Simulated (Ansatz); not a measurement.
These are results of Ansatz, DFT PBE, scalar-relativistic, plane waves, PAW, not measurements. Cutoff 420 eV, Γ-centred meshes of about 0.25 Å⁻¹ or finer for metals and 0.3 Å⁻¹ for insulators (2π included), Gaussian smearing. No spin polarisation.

All energies are static (0 K, no zero-point motion).

Compare these two cells of Sn2Te, each relaxed at this level.

A.

```
CELL_PARAMETERS angstrom
-3.07398 3.07398 4.90402
3.07398 -3.07398 4.90402
3.07398 3.07398 -4.90402
ATOMIC_POSITIONS crystal
Sn 0.82434 0.82434 0.00000
Sn 0.17566 0.17566 0.00000
Sn 0.92566 0.42566 0.50000
Sn 0.57434 0.07434 0.50000
Te 0.50000 0.50000 0.00000
Te 0.25000 0.75000 0.50000
```

B.

```
CELL_PARAMETERS angstrom
4.48622 0.00000 0.00000
0.00000 4.48622 0.00000
0.00000 0.00000 9.21640
ATOMIC_POSITIONS crystal
Sn 0.50000 0.00000 0.67718
Sn 0.50000 0.50000 0.00000
Sn 0.00000 0.00000 0.00000
Sn 0.00000 0.50000 0.32282
Te 0.00000 0.50000 0.65875
Te 0.50000 0.00000 0.34125
```

Question: Which form is favoured at zero pressure, and by what margin per atom?

Answer: A is lower, by 23 meV/atom. A has space group I4_1/amd (No. 141), 30.9 Å³/atom and no gap on its mesh; B has space group P4/nmm (No. 129), 30.9 Å³/atom and no gap. Counting Te atoms around Sn (those within 1.25 times the shortest such distance or 1.15 times the sum of covalent radii, 1.27 where that leaves under three; the shortest distance is added where it exceeds 1.18 times the sum of covalent radii; a slash parts the counts of unlike sites), A has Sn 3 and B has Sn 4 from 3.9 Å/5. In A, Sn has 3 Te at 3.16–3.18 Å, 2 Sn at 3.23 Å, 1 Sn at 3.45 Å and 4 Sn at 3.93 Å; Te is surrounded by 6 Sn at 3.16–3.18 Å. In B, Sn on a site of symmetry 4mm has 5 Te at 3.10–3.18 Å and 4 Sn at 3.73 Å; around Sn on a site of symmetry -4m2 lie 4 Sn at 3.17 Å and 4 Sn at 3.73 Å; Te is surrounded by 5 Sn at 3.10–3.18 Å. Both come from trial cells of a structure search, whose lowest cell (Cm, 32.3 Å³/atom) lies 78 meV/atom below the lower of the two.

The k mesh leaves some 4 meV/atom of noise in the energy of each metallic cell. Spin–orbit coupling, which can matter for Te, is left out. Cells relaxed within their symmetry can be saddle points. Some types were kept out of the candidates beforehand, so the set may lack a known form.
